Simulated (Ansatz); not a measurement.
## SnSe (Fm-3m), two-dimensional strain map

Computed with DFT LDA, scalar-relativistic, plane waves, PAW (Ansatz 0.2.0). Cutoff 420 eV, Γ-centred 8×8×8 k-points, Gaussian smearing of 0.05 eV. No spin polarisation. Energies are free energies at this smearing, counted from the undisturbed cell; pressure is positive in compression.

Reference structure (as given, not relaxed at this level; it stands at -3.4 GPa; this rock-salt form isn't the usual structure):

```yaml
crystal:
  lattice:
    - [0.00000, 3.01000, 3.01000]
    - [3.01000, 0.00000, 3.01000]
    - [3.01000, 3.01000, 0.00000]
  atoms:
    - { symbol: Sn, position: [0.00000, 0.00000, 0.00000] }
    - { symbol: Se, position: [0.50000, 0.50000, 0.50000] }
```

The cell is strained by p along both x and y and by q along z, fractional coordinates fixed. Points are written (p, q).

Energy above the undisturbed cell in meV/atom (a dash: not computed):

| p \ q | -0.050 | -0.025 | 0.000 | 0.025 | 0.050 |
| --- | --- | --- | --- | --- | --- |
| -0.050 | 22.9 | 8.1 | 10.3 | 25.0 | 48.3 |
| -0.025 | -5.6 | -18.1 | -13.3 | 3.9 | 29.9 |
| 0.000 | 2.6 | -7.3 | 0.0 | 19.9 | 48.6 |
| 0.025 | 38.3 | 31.1 | 41.1 | 63.7 | 95.2 |
| 0.050 | 93.9 | 89.7 | 102.5 | 128.0 | 162.3 |

Pressure in GPa:

```
 p \ q  -0.050  -0.025  0.000  0.025  0.050
-0.050     6.6     4.6    3.0    1.8    0.9
-0.025     2.6     0.7   -0.7   -1.8   -2.6
 0.000    -0.3    -2.1   -3.4   -4.3   -5.0
 0.025    -2.5    -4.1   -5.3   -6.2   -6.8
 0.050    -4.0    -5.5   -6.6   -7.4   -8.0
```

Gap on the k-mesh in eV:

```csv
p \ q,-0.050,-0.025,0.000,0.025,0.050
-0.050,0.64,0.62,0.60,0.44,0.29
-0.025,0.68,0.76,0.75,0.65,0.53
0.000,0.71,0.72,0.61,0.52,0.47
0.025,0.63,0.57,0.43,0.32,0.25
0.050,0.52,0.45,0.29,0.17,0.08
```